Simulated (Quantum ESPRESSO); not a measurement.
Parts of the isotropic shielding in KMgF₃, by PBE GIPAW on JTH datasets (Quantum ESPRESSO, modified build), 22.5 Ha, k-mesh 4×4×4 shifted:

```xyz
5
Lattice="3.9586 0.0000 0.0000 0.0000 3.9586 0.0000 0.0000 0.0000 4.0183" Properties=species:S:1:pos:R:3 pbc="T T T"
K      1.9793     1.9793     2.0091
Mg     0.0000     0.0000     0.0000
F      0.0000     1.9793     0.0000
F      1.9793     0.0000     0.0000
F      0.0000     0.0000     2.0091
```
The cell was made here from a computed Materials Project entry: strained by +1 % along the cube axis and by -0.5 % across it, atoms relaxed (PBE without dispersion, pw.x of Quantum ESPRESSO, symmetry kept). The parent is KMgF3 in Pm-3m; whether this form has been observed was not checked. Stability against distortions was not tested.

The core term is that of the free atom's frozen core; the paramagnetic column sums the reconstruction terms. σ is an absolute shielding without the bulk-susceptibility term: within one crystal shift differences are minus those of σ, between compounds the missing term differs by several ppm. By our sweeps, such settings leave a few ppm in absolute σ. No d partial waves on Mg: the paramagnetic term there is incompletely reconstructed. The structure is static (0 K, no zero-point motion).

| site | core | bare (smooth current) | diamagnetic correction | paramagnetic corrections | σ_iso (ppm) |
|---|---|---|---|---|---|
| K (atom 1) | 1193.4 | 92.1 | 22.4 | … | … |
| Mg (atom 2) | 412.8 | 22.1 | 250.3 | … | … |
| F1 (atoms 3, 4) | 306.4 | 92.0 | 51.0 | … | … |
| F2 (atom 5) | 306.4 | 91.6 | 51.0 | … | … |

### Question
Some entries are withheld; supply them.

### Answer

- K (atom 1), paramagnetic corrections: -127.7
- K (atom 1), σ_iso (ppm): 1180.3
- Mg (atom 2), paramagnetic corrections: -130.6
- Mg (atom 2), σ_iso (ppm): 554.7
- F1 (atoms 3, 4), paramagnetic corrections: -116.6
- F1 (atoms 3, 4), σ_iso (ppm): 332.9
- F2 (atom 5), paramagnetic corrections: -118.2
- F2 (atom 5), σ_iso (ppm): 330.8
